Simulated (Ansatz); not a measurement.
The start is a relaxed Si2W cell, doubled along one cell vector, shaken by Gaussian noise of σ = 0.08 Å a coordinate. The cell and all atomic positions are relaxed at zero pressure with r2SCAN (plane waves to 500 eV, PAW, scalar-relativistic; Ansatz, a program for electronic structure). The first steps use a coarse 4×7×3 k-mesh.

The start:
```yaml
crystal:
  lattice:
    - [6.72300, 0.00000, 0.00000]
    - [0.00000, 3.36150, 0.00000]
    - [0.00000, 0.00000, 7.59752]
  atoms:
    - { symbol: Si, position: [0.99092, 0.01928, 0.99952] }
    - { symbol: Si, position: [0.51193, 0.02974, 0.99704] }
    - { symbol: Si, position: [0.24977, 0.52004, 0.01282] }
    - { symbol: Si, position: [0.75087, 0.49956, 0.01231] }
    - { symbol: Si, position: [0.25703, 0.99585, 0.39568] }
    - { symbol: Si, position: [0.76192, 0.00928, 0.39486] }
    - { symbol: Si, position: [0.99938, 0.53026, 0.59383] }
    - { symbol: Si, position: [0.47746, 0.48496, 0.58310] }
    - { symbol: W, position: [0.23680, 0.99577, 0.75322] }
    - { symbol: W, position: [0.74862, 0.04998, 0.74952] }
    - { symbol: W, position: [0.01245, 0.51174, 0.24241] }
    - { symbol: W, position: [0.48892, 0.50695, 0.25839] }
```

Q: What pressure does the first self-consistent step give?

A: +3 GPa (positive: the cell is compressed).

Q: Which atoms feel the largest initial force, and how large is it?

A: About 3.4 eV/Å, on W11 (atoms numbered as listed).

Q: By how much does the energy per atom fall from start to end?

A: 0.10 eV/atom.

Q: Does it find its way back to the structure it was made from?

A: The parent structure is recovered, P4/nmm (No. 129).

Q: How do the shortest distances between atoms change?

A: The closest pairs of elements (up to four, under 3.6 Å), start → end: Si–Si 2.26 → 2.38 Å; Si–W 2.36 → 2.55 Å; W–W 3.21 → 3.36 Å.

Q: What band gap does the relaxed structure have at this level?

A: No gap (metallic).

The end point of the relaxation:

```cif
data_Si4W2
_chemical_formula_sum 'Si4 W2'
_space_group_name_H-M_alt 'P4/nmm :1'
_space_group_IT_number 129
_space_group_name_Hall 'P 4ab 2ab -1ab'
_cell_length_a 3.36158
_cell_length_b 3.36158
_cell_length_c 7.59757
_cell_angle_alpha 90.000
_cell_angle_beta 90.000
_cell_angle_gamma 90.000
loop_
_space_group_symop_operation_xyz
  'x, y, z'
  '-y+1/2, x+1/2, z'
  '-x, -y, z'
  'y+1/2, -x+1/2, z'
  'x+1/2, -y+1/2, -z'
  '-y, -x, -z'
  '-x+1/2, y+1/2, -z'
  'y, x, -z'
  '-x+1/2, -y+1/2, -z'
  'y, -x, -z'
  'x+1/2, y+1/2, -z'
  '-y, x, -z'
  '-x, y, z'
  'y+1/2, x+1/2, z'
  'x, -y, z'
  '-y+1/2, -x+1/2, z'
loop_
_atom_site_label
_atom_site_type_symbol
_atom_site_symmetry_multiplicity
_atom_site_Wyckoff_symbol
_atom_site_fract_x
_atom_site_fract_y
_atom_site_fract_z
_atom_site_occupancy
Si1 Si 2 a 0.00000 0.00000 0.00000 1
Si2 Si 2 c 0.00000 0.50000 0.40302 1
W1 W 2 c 0.50000 0.00000 0.25215 1
```

Final values are on a 14×14×6 k-mesh of the relaxed cell. No spin polarisation in the result.

The relaxed structure here is a generated cell of Si2W: the first start was made by placing the elements on the sites of a structure type, and the end was not matched to a known phase here, so it may be hypothetical. Known forms of Si2W include space group No. 139.
